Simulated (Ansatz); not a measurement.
Question: Name crystals whose computed values (plane-wave PAW LDA (Ansatz code)) fall in these windows: Θ_D (K) 450 to 620; G_Hill (GPa) 91 to 130.

Answer: 

```csv
crystal,Θ_D (K),G_Hill (GPa)
"IrO3, ReO3 type",541,113
"SiMo, P-6m2 (Si on 1a, Mo on 1d)",534,110
"SiNi, Pnma (Si on 4c, Ni on 4c)",564,92.0
"TiFe, CsCl type",541,99.4
"SnO2, rutile",529,92.5
```
Others may fit too.

Standing as an ambient phase not checked: IrO3, ReO3 type; SiMo, P-6m2 (Si on 1a, Mo on 1d); TiFe, CsCl type. All cells were relaxed under the symmetry of their starts (and spin orders); stability against distortions was not tested throughout. Rows with no word on spin ran without spin polarisation. Scalar-relativistic: spin–orbit coupling is off unless named, which matters more the heavier the elements.

Potentials: the later of the program's two PAW sets.
